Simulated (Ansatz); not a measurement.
Input:

B:
```yaml
crystal:
  lattice:
    - [2.44918, 1.41404, 4.18191]
    - [-2.44918, 1.41404, 4.18191]
    - [0.00000, -2.82807, 4.18191]
  atoms:
    - { symbol: B, position: [0.01028, 0.65407, 0.01028] }
    - { symbol: B, position: [0.98972, 0.34593, 0.98972] }
    - { symbol: B, position: [0.01028, 0.01028, 0.65407] }
    - { symbol: B, position: [0.98972, 0.98972, 0.34593] }
    - { symbol: B, position: [0.65407, 0.01028, 0.01028] }
    - { symbol: B, position: [0.34593, 0.98972, 0.98972] }
    - { symbol: B, position: [0.22103, 0.63062, 0.22103] }
    - { symbol: B, position: [0.77897, 0.36938, 0.77897] }
    - { symbol: B, position: [0.22103, 0.22103, 0.63062] }
    - { symbol: B, position: [0.77897, 0.77897, 0.36938] }
    - { symbol: B, position: [0.63062, 0.22103, 0.22103] }
    - { symbol: B, position: [0.36938, 0.77897, 0.77897] }
```

This is the PBE-relaxed structure. Tensor components refer to the Cartesian frame of this cell.

**Question.** All from the program Ansatz at the PBE level (PAW), unless another level is named. Give the smallest direct gap on the standard path.

**Answer.** 1.84 eV.

**Question.** And the band gap?

**Answer.** 1.44 eV (indirect).

**Question.** Predict the conduction-band minimum.

**Answer.** off the standard path, at k = (0.260, -0.318, -0.318).

**Question.** And the valence-band maximum?

**Answer.** at T.

Space group R-3m (α-B12). Symmetry was held in the PBE relaxation.

Potentials: the earlier of the program's two PAW sets.
